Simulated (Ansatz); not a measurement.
ZnCu2SnS4:
```
ZnCu2SnS4
1.0
   -2.70705     2.70705     5.41041
    2.70705    -2.70705     5.41041
    2.70705     2.70705    -5.41041
Cu Zn Sn S
2 1 1 4
Direct
  0.00000   0.00000   0.00000
  0.75000   0.25000   0.50000
  0.25000   0.75000   0.50000
  0.50000   0.50000   0.00000
  0.37130   0.89345   0.00648
  0.10655   0.11303   0.47784
  0.88697   0.36481   0.99352
  0.63519   0.62870   0.52216
```

Relaxed with r²SCAN.

Problem. Decompose the optical modes at the zone centre into irreducible representations, and say which are infrared and Raman allowed.

Solution. Point group -4: Γ_opt = 3A + 6B + 6E. Infrared: B, E. Raman: A, B, E.

Problem. Assign frequencies (DFPT, the program Ansatz at the r²SCAN level (PAW); without the LO–TO term).

Solution. E 77, B 89, B 99, E 100, E 149, B 167, B 236, E 248, A 285, E 289, A 290, B 313, A 323, E 330, B 344 cm⁻¹.

Subscripts of B labels follow the axes of the standard setting.

Space group I-4. The cell was relaxed with r²SCAN under the symmetry of its start. No spin polarisation was allowed. Scalar-relativistic: spin–orbit coupling is off unless named, which matters more the heavier the elements.

Potentials: the later of the program's two PAW sets.
